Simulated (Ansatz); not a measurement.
**SbAs (zincblende type) under strong compression**

```
CELL_PARAMETERS angstrom
0.00000 3.21465 3.21465
3.21465 0.00000 3.21465
3.21465 3.21465 0.00000
ATOMIC_POSITIONS crystal
Sb 0.00000 0.00000 0.00000
As 0.25000 0.25000 0.25000
```

The cell comes from a relaxation on PAW files under the same functional, begun from a prototype that needn't be the stable phase.

Its volume is scaled at fixed shape and fractional positions.

All numbers are PBEsol results (scalar-relativistic) from Ansatz 0.2.0, with a Γ-centred 12×12×12 k mesh, Fermi–Dirac smearing of 0.1 eV, no spin polarisation. Methods: LAPW: all electrons, basis error target 1 meV/atom; PAW: frozen-core files, cutoff 420 eV; crystal datasets: all electrons, by PAW datasets that the program makes for each cell; norm-conserving: pseudopotentials, cutoff 1143 eV; PAW (cutoff 250 eV): frozen-core files, cutoff 250 eV.

Energies are extrapolated to zero smearing and count from the unscaled cell; pressure is positive in compression; gaps take the mesh and a band path. No temperature or zero-point motion is included.

Spin–orbit coupling is left out, which matters for the heavy atoms. The PAW files were made under PBE. The structure type is held throughout; the real material can change phase at far lower pressure.

| V/V0 | V (Å³/atom) | P LAPW (GPa) | ΔE LAPW (eV/atom) | P PAW − LAPW (GPa) | ΔE PAW − LAPW (meV/atom) |
| --- | --- | --- | --- | --- | --- |
| 1.00 | 33.22 | 0.02 | 0.000 | -0.01 | 0.0 |
| 0.95 | 31.56 | 2.45 | 0.012 | -0.01 | -0.1 |
| 0.85 | 28.24 | ? | ? | ? | ? |
| 0.75 | 24.92 | 22.0 | 0.445 | -0.01 | -0.5 |
| 0.65 | 21.59 | 43.8 | 1.106 | 0.01 | -0.4 |
| 0.55 | 18.27 | 85.9 | 2.401 | 0.07 | 0.4 |
| 0.45 | 14.95 | 177.2 | 4.997 | 0.26 | 3.5 |
| 0.40 | 13.29 | 263.5 | 7.248 | 0.45 | 7.3 |

Q: Fit the Vinet equation to the LAPW pressures shown (residuals weighted by 1/(|P| + 0.03·Pmax)), and predict the pressure of the withheld row.

A: The fit gives V0 = 33.33 Å³/atom, B0 = 36.8 GPa and B0′ = 4.96. At 28.24 Å³/atom, x = (V/V0)^(1/3) = 0.9462, and P = 3·B0·(1 − x)/x²·exp[1.5·(B0′ − 1)·(1 − x)] = 9.13 GPa. The run itself gave 9.65 GPa (-5.3 % off) and ΔE = 0.129 eV/atom.

Q: From the table, what is the rise of the enthalpy H = E + pV up to the last row, and how stiff is the crystal between the last two rows?

A: ΔH = 7.248 eV + (263.5 GPa × 13.29 Å³ − 0.02 GPa × 33.22 Å³) × 0.006242 eV/(GPa·Å³) = 29.09 eV/atom, of which pV makes 75 %. The mean bulk modulus there is −ΔP/Δln V = 732 GPa.

Q: At the smallest volume, how far do crystal datasets and norm-conserving and PAW (cutoff 250 eV) lie from LAPW in pressure?

A: crystal datasets: 0.00 GPa; norm-conserving: -1.09 GPa; PAW (cutoff 250 eV): +9.27 GPa, on a LAPW pressure of 263.5 GPa.
